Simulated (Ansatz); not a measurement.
Hf:
```
CELL_PARAMETERS angstrom
      0.00000     3.22881     3.22881
      3.22881     0.00000     3.22881
      3.22881     3.22881     0.00000
ATOMIC_POSITIONS crystal
  Hf 0.00000 0.00000 0.00000
  Hf 0.25000 0.25000 0.25000
```

Relaxed with r²SCAN. Special points in fractions of this cell's reciprocal vectors: Γ (0.000, 0.000, 0.000); X (0.500, 0.000, 0.500); U (0.625, 0.250, 0.625); K (0.375, 0.375, 0.750); L (0.500, 0.500, 0.500); W (0.500, 0.250, 0.750).

Problem. List the band energies nearest the Fermi level at these points for r²SCAN with spin–orbit coupling (plane waves, PAW; program Ansatz).

Solution. In eV from the Fermi level; about four levels below and three above (degenerate sets whole), none deeper than 8.9 eV; points with the same levels are listed once.

```tsv
k	below	above
Γ	-0.37 -0.37 -0.37 -0.37	0.01 0.01 0.18 0.18 0.18 0.18
X	-1.16 -1.16 -1.16 -1.16	0.38 0.38 0.38 0.38
U	-0.75 -0.75 -0.02 -0.02	1.17 1.17 1.56 1.56
L	-0.39 -0.39 -0.26 -0.26	0.02 0.02 0.18 0.18
W	-1.28 -1.28 -1.10 -1.10	1.02 1.02 1.08 1.08
```

Space group Fd-3m (diamond). The start of the workflow was typed in or built on a structure type; neither database checked (COD, Materials Project) lists it. It is not the phase usual at ambient conditions (space group No. 194). The cell was relaxed with r²SCAN under the symmetry of its start; whether a distortion lowers the energy is not shown. The run is not spin-polarised.

Potentials: the earlier of the program's two PAW sets.
